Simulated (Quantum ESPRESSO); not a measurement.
## NMR parameters of CdSe (changed cell)

```yaml
crystal:
  lattice:
    - [0.00000, 3.10097, 3.05492]
    - [3.05492, 0.00000, 3.05492]
    - [3.05492, 3.10097, 0.00000]
  atoms:
    - { symbol: Cd, position: [0.00000, 0.00000, 0.00000] }
    - { symbol: Se, position: [0.75000, 0.75000, 0.75000] }
```
The cell was made here from a computed Materials Project entry: strained by +1 % along the cube axis and by -0.5 % across it, atoms relaxed (PBE without dispersion, pw.x of a modified build of Quantum ESPRESSO, symmetry kept). The parent is CdSe in F-43m. Stability against distortions was not tested.

These are absolute shieldings with no macroscopic susceptibility term; δ = σ_ref − σ needs a reference computed alike. By our sweeps, such settings leave a few ppm in absolute σ on light atoms and up to some 20 ppm from Zn on. Spin–orbit coupling is left out; its weight grows with the heaviest atom, Cd here. No d partial waves on Se: the paramagnetic term there is incompletely reconstructed. With so small a Kohn–Sham gap, σ hangs strongly on the functional and the mesh. The structure is static (0 K, no zero-point motion).

Ω = σ33 − σ11 of the symmetric part; where symmetry doesn't make it nil, it is less certain than σ_iso.

Task: What do the calculations give at each independent site (shieldings by GIPAW with PBE in Quantum ESPRESSO, on JTH PAW datasets, 20 Ha, k-mesh 7×7×7 shifted, f-sum rule met within 0.011 %)?

Result: 
```tsv
site	site symmetry	σ_iso (ppm)	span Ω (ppm)
Cd (atom 1)	-4m2	2942	5
Se (atom 2)	-4m2	2065	24
```
